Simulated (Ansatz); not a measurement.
Ta₃BiO₃: rattling a relaxed structure

It was reached by relaxing an invented guess, and it needn't be the stable form of this composition.

Computed with DFT PBE, scalar-relativistic, plane waves, PAW in Ansatz. Settings: cutoff 420 eV, Γ-centred mesh 8×8×6 on the computed 7-atom cell, Gaussian smearing of 0.10 eV; no spin polarisation.

The cell below (7 atoms, space group Cm (No. 8)) is relaxed within its symmetry.

```
CELL_PARAMETERS angstrom
3.99052 -3.14715 0.00555
3.99052 3.14715 0.00555
-2.98817 0.00000 4.88574
ATOMIC_POSITIONS crystal
Ta 0.64775 0.64775 0.12882
Ta 0.70721 0.25188 0.43236
Ta 0.25188 0.70721 0.43236
Bi 0.20416 0.20416 0.94665
O 0.50736 0.95612 0.44884
O 0.95612 0.50736 0.44884
O 0.55138 0.55138 0.73423
```

For the test it was strained at random (σ = 1.5 % a component), the atoms were moved at random (σ = 0.10 Å), and all was relaxed again on a coarse 6×6×4 mesh (in the run’s order of axes) with 0.20 eV smearing, with no symmetry imposed.

Spin–orbit coupling, which can matter for Bi and Ta, is left out.

Q: What happens?

A: It returns, within 1 meV/atom of the unmoved cell on that mesh and with the same symmetry when read at 0.1 Å. So it is stable against the distortions that fit this cell and that this random move excites. Modes that don't fit the cell aren't tested.
